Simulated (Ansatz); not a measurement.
What a trial cell of Ba3HfO relaxes into

Theory: DFT PBE, scalar-relativistic, plane waves, PAW (Ansatz). Cutoff 420 eV, Gaussian smearing, Γ-centred meshes. Cell and atoms relax first on a coarse mesh and then on a finer one. In between, the cell is made exact in the group found at 0.06 Å. In metals the finer mesh still leaves noise of several meV/atom or more. The steps can't lower the symmetry of their start. No spin polarisation.

The cell of Ba3HfO is invented: random cell by space group and Wyckoff sites (P4/mmm, No. 123). Its size is a rough estimate.

Space group P4/mmm (No. 123). a = 5.288 Å, b = 5.288 Å, c = 5.753 Å, α = 90.00°, β = 90.00°, γ = 90.00°
```tsv
atom	site	symmetry	x	y	z
Ba	2e	mmm.	0.5000	0.0000	0.5000
Ba	1a	4/mmm	0.0000	0.0000	0.0000
Hf	1b	4/mmm	0.0000	0.0000	0.5000
O	1d	4/mmm	0.5000	0.5000	0.5000
```

Formation energies are uncorrected and refer to the elements' standard structures at the same level (O₂ as a molecule).

Q: What does it relax into?

A: The symmetry stays P4/mmm (No. 123). The volume per atom grows by 47.5 %, from 32.2 to 47.5 Å³. The shortest distance goes from 2.64 Å (Ba–Hf and Ba–O) to 2.93 Å (Ba–Hf and Ba–O). The energy falls by about 0.33 eV/atom (the start's value is from the coarse mesh). Conventional cell: a = 5.853 Å, c = 6.926 Å. Ba on a site of symmetry mmm is surrounded by 2 Hf at 2.93 Å, 2 O at 2.93 Å, 4 Ba at 4.14 Å and 4 Ba at 4.53 Å; Ba on a site of symmetry 4/mmm has 2 Hf at 3.46 Å and 8 Ba at 4.53 Å; Hf has 4 Ba at 2.93 Å and 2 Ba at 3.46 Å; O has 4 Ba at 2.93 Å.

Space group P4/mmm (No. 123). a = 5.853 Å, b = 5.853 Å, c = 6.926 Å, α = 90.00°, β = 90.00°, γ = 90.00°
```tsv
atom	site	symmetry	x	y	z
Ba	2e	mmm.	0.5000	0.0000	0.5000
Ba	1a	4/mmm	0.0000	0.0000	0.0000
Hf	1b	4/mmm	0.0000	0.0000	0.5000
O	1d	4/mmm	0.5000	0.5000	0.5000
```

Q: How does it come out in energy, and is it a metal?

A: The formation energy is +0.42 eV/atom and the gap on the 6×6×6 mesh of the 5-atom cell is 0 eV (a metal).

The separate elements lie lower, so it is unstable against them.

The last run used Gaussian smearing of 0.10 eV. These runs have no spin–orbit coupling, which can matter for Hf. The cell is a metal run without spin; a magnetic state may lie lower. Symmetry constrained the relaxation, so the result can be a saddle point. In all, the 3 runs took 4 min on 1 thread of Arm Neoverse V1, with other jobs on the host. Another cell of Ba3HfO relaxed alike, in P4/mmm, lies 1.12 eV/atom lower, so this cell isn't the stable form at this level.
